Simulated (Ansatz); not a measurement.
SnS₂:
```xyz
3
Lattice="3.6171 0.0000 0.0000 -1.8085 3.1325 0.0000 0.0000 0.0000 32.0000" Properties=species:S:1:pos:R:3 pbc="T T F"
S      1.8085     1.0442    17.4679
Sn     0.0000     0.0000    16.0000
S      0.0000     2.0883    14.5321
```
Free-standing layer in the xy plane with vacuum along z and no interaction between images.

Relaxed with LDA.

**Question.** All from LDA in the plane-wave PAW code Ansatz, unless another level is named. Give the electron affinity (Kohn–Sham).

**Answer.** 5.43 eV.

**Question.** Next, the ionisation potential (Kohn–Sham)?

**Answer.** 6.88 eV.

**Question.** Predict the electron effective mass, in the valley at M.

**Answer.** 0.23 along x, 0.75 along y (mₑ).

Space group P-3m1 (1T). A layer that has been made, often on a substrate. The LDA relaxation kept the symmetry of its start; its stability against distortions is not shown here. Spin–orbit coupling is left out wherever it is not named.

Potentials: the later of the program's two PAW sets.

Edges and masses are those of Kohn–Sham bands, whose gap is no quasiparticle gap.
